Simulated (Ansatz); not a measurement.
Starting cell, SiC (wurtzite):

```xyz
4
Lattice="3.0759 0.0000 0.0000 -1.5380 2.6638 0.0000 0.0000 0.0000 5.0477" Properties=species:S:1:pos:R:3 pbc="T T T"
Si     1.5380     0.8879     0.0026
Si     0.0000     1.7759     2.5264
C      1.5380     0.8879     3.1532
C      0.0000     1.7759     0.6294
```

In this cell atom 1 (Si, nearest neighbour C at 1.883 Å; its periodic images, 3.1 Å or more away, move with it) is moved by s along Cartesian z, unit vector (0.000, 0.000, 1.000); all other atoms and the cell stay fixed.

Calculation: PBEsol (plane waves to 420 eV, PAW, scalar-relativistic; Ansatz, a program for electronic structure). k mesh 10×10×5 (Γ-centred), Fermi-Dirac smearing 0.05 eV. E stands for the smeared free energy. As the smearing reaches across the gap at some points, energies and forces of such displacements shift with the k mesh and the smearing. SiC was relaxed with its symmetry unable to fall. The zero of ΔE is the undisplaced structure.

Estimate the ΔE (meV/cell) for s (Å) = -0.304, -0.228, -0.152, -0.076, 0.076, 0.228, 0.304, 0.380.


```json
[
 {"s (Å)": "-0.304", "ΔE (meV/cell)": "1743"},
 {"s (Å)": "-0.228", "ΔE (meV/cell)": "898"},
 {"s (Å)": "-0.152", "ΔE (meV/cell)": "367"},
 {"s (Å)": "-0.076", "ΔE (meV/cell)": "84"},
 {"s (Å)": "0.076", "ΔE (meV/cell)": "72"},
 {"s (Å)": "0.228", "ΔE (meV/cell)": "544"},
 {"s (Å)": "0.304", "ΔE (meV/cell)": "880"},
 {"s (Å)": "0.380", "ΔE (meV/cell)": "1243"}
]
```

(For displaced atoms, the force is minus the slope of the energy, and its curvature is a force constant, which sets phonon frequencies.)
